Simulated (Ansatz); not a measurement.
S:
```
CELL_PARAMETERS angstrom
      0.00000     6.34354    12.18964
      5.16441     0.00000    12.18964
      5.16441     6.34354     0.00000
ATOMIC_POSITIONS crystal
  S  0.88557 0.76277 0.77406
  S  0.76277 0.88557 0.57760
  S  0.57760 0.77406 0.76277
  S  0.77406 0.57760 0.88557
  S  0.36443 0.48723 0.47594
  S  0.48723 0.36443 0.67240
  S  0.67240 0.47594 0.48723
  S  0.47594 0.67240 0.36443
  S  0.81911 0.93613 0.90225
  S  0.93613 0.81911 0.34251
  S  0.34251 0.90225 0.93613
  S  0.90225 0.34251 0.81911
  S  0.43089 0.31387 0.34775
  S  0.31387 0.43089 0.90749
  S  0.90749 0.34775 0.31387
  S  0.34775 0.90749 0.43089
  S  0.02023 0.88226 0.80016
  S  0.88226 0.02023 0.29735
  S  0.29735 0.80016 0.88226
  S  0.80016 0.29735 0.02023
  S  0.22977 0.36774 0.44984
  S  0.36774 0.22977 0.95265
  S  0.95265 0.44984 0.36774
  S  0.44984 0.95265 0.22977
  S  0.95093 0.06028 0.61993
  S  0.06028 0.95093 0.36886
  S  0.36886 0.61993 0.06028
  S  0.61993 0.36886 0.95093
  S  0.29907 0.18972 0.63007
  S  0.18972 0.29907 0.88114
  S  0.88114 0.63007 0.18972
  S  0.63007 0.88114 0.29907
```

Relaxed with PBE+D3(BJ). Special points in fractions of this cell's reciprocal vectors: Γ (0.000, 0.000, 0.000); Y (0.500, 0.000, 0.500); T (1.000, 0.500, 0.500); Z (0.500, 0.500, 0.000); Σ0 (0.000, 0.461, 0.461); U0 (1.000, 0.539, 0.539); C0 (0.500, 0.129, 0.629); A0 (0.500, 0.871, 0.371); L (0.500, 0.500, 0.500).

**Question.** List the band energies nearest the valence-band maximum at these points for PBE+D3(BJ) in the plane-wave PAW code Ansatz.

**Answer.** In eV from the valence-band maximum; about four levels below and three above (degenerate sets whole), none deeper than 8.9 eV; points with the same levels are listed once.

| k | below | above |
|---|---|---|
| Γ | -0.76 -0.71 -0.31 0.00 | 2.06 2.18 2.28 |
| Y | -0.61 -0.61 -0.26 -0.26 | 2.05 2.05 2.29 2.29 |
| T | -0.59 -0.59 -0.31 -0.31 | 1.93 1.93 2.12 2.12 |
| Z | -0.80 -0.80 -0.14 -0.14 | 2.13 2.13 2.36 2.36 |
| Σ0 | -0.59 -0.58 -0.36 -0.27 | 1.92 1.95 2.08 |
| C0 | -0.64 -0.64 -0.30 -0.30 | 2.05 2.05 2.38 2.38 |
| L | -0.61 -0.58 -0.52 -0.25 | 2.19 2.22 2.30 |

Space group Fddd (α-S8). The cell was relaxed with PBE+D3(BJ) under the symmetry of its start.

Potentials: the later of the program's two PAW sets.
